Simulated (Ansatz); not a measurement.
SiNi3 (Cu3Au type, space group No. 221) under volume change, the program Ansatz at the r²SCAN level (PAW), scaled uniformly.

```json
[
 {"V (Å³/atom)": "9.460", "E − E(relaxed) (meV/atom)": "75.6", "P (GPa)": "28.33"},
 {"V (Å³/atom)": "9.772", "E − E(relaxed) (meV/atom)": "31.6", "P (GPa)": "17.22"},
 {"V (Å³/atom)": "10.084", "E − E(relaxed) (meV/atom)": "7.4", "P (GPa)": "7.87"},
 {"V (Å³/atom)": "10.395", "E − E(relaxed) (meV/atom)": "0.0", "P (GPa)": "0.00"},
 {"V (Å³/atom)": "10.707", "E − E(relaxed) (meV/atom)": "6.6", "P (GPa)": "-6.62"},
 {"V (Å³/atom)": "11.019", "E − E(relaxed) (meV/atom)": "25.1", "P (GPa)": "-12.18"},
 {"V (Å³/atom)": "11.331", "E − E(relaxed) (meV/atom)": "53.5", "P (GPa)": "-16.84"}
]
```

Task: What does a third-order Birch–Murnaghan fit give for V₀, B₀ and B′?

Result: V₀ = 10.40 Å³/atom, B₀ = 240 GPa, B′ = 4.8.

Space group Pm-3m (Cu3Au type). Symmetry was held in the r²SCAN relaxation. No spin polarisation was allowed.

Potentials: the later of the program's two PAW sets.
